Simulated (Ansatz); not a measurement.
# Electric field gradients in Li₁₃P₄N₁₀Cl₃

The cell is an entry of the Crystallography Open Database (COD), ions relaxed with PBE at fixed cell.

Space group Fm-3m (No. 225); a = 13.9321 Å.

| site | Wyckoff | site symmetry | x | y | z |
| --- | --- | --- | --- | --- | --- |
| Li1 | 24e | 4m.m | 0.5000 | 0.5000 | 0.3554 |
| Li7 | 32f | .3m | 0.1282 | 0.3718 | 0.3718 |
| Li15 | 48i | m.m2 | 0.6821 | 0.6821 | 0.5000 |
| P | 32f | .3m | 0.3224 | 0.3224 | 0.3224 |
| N35 | 32f | .3m | 0.3879 | 0.6121 | 0.6121 |
| N43 | 48g | 2.mm | 0.7500 | 0.7500 | 0.6129 |
| Cl | 24e | 4m.m | 0.5000 | 0.5000 | 0.8166 |

One atom of each set is listed; the run and its k-mesh use a cell of 60 atoms with edges of 9.85, 9.85, 9.85 Å.

Level of theory: DFT, r2SCAN, plane waves and PAW, scalar-relativistic, 500 eV cutoff, Γ-centred 4×4×4 k-points, Fermi–Dirac smearing 0.02 eV (Ansatz 0.2.0).

V_zz is the principal component of the electric field gradient with the largest magnitude, η = (V_xx − V_yy)/V_zz and C_Q = eQV_zz/h.

Li-6: I = 1, Q = -0.8080 mb; ¹⁴N: I = 1, Q = 20.44 mb; Cl-37: I = 3/2, Q = -63.93 mb. Quadrupole moments are those of Pyykkö's year-2017 table.

| site | atoms | first shell | V_zz (10²¹ V/m²) | η | C_Q (MHz) |
| --- | --- | --- | --- | --- | --- |
| Li1 | 6 | 4 N at 2.25 Å, 1 Cl at 2.40 Å; also 4 Li at 2.59 Å | 0.26 | 0.00 | -0.005 |
| Li7 | 8 | 3 N at 2.41 Å, 3 Cl at 2.64 Å | -0.065 | 0.00 | 0.001 |
| Li15 | 12 | 4 N at 2.06–2.08 Å; also 2 Cl at 3.15 Å | 0.32 | 0.47 | -0.006 |
| P | 8 | 4 N at 1.58–1.69 Å | -5.46 | 0.00 | – |
| N35 | 8 | 1 P at 1.58 Å, 6 Li at 2.08–2.25 Å | 3.48 | 0.00 | 1.72 |
| N43 | 12 | 2 P at 1.69 Å, 2 Li at 2.06 Å; also 2 Li at 2.41 Å | 4.47 | 0.55 | 2.21 |
| Cl | 6 | 5 Li at 2.40–2.64 Å | -3.48 | 0.00 | 5.37 |

An axis of threefold or higher order runs through Li1, Li7, P, N35 and Cl, so V_zz lies along it and η is zero.

P has no stable isotope with a ground-state quadrupole moment in the table, so no C_Q is given.

The largest force is 0.6 eV/Å, so the atoms aren't at the calculated equilibrium and relaxing them would move these values. With these PAW files V_zz is typically within 2 to 3 % of all-electron values, but misses above 10 % occur on Li.
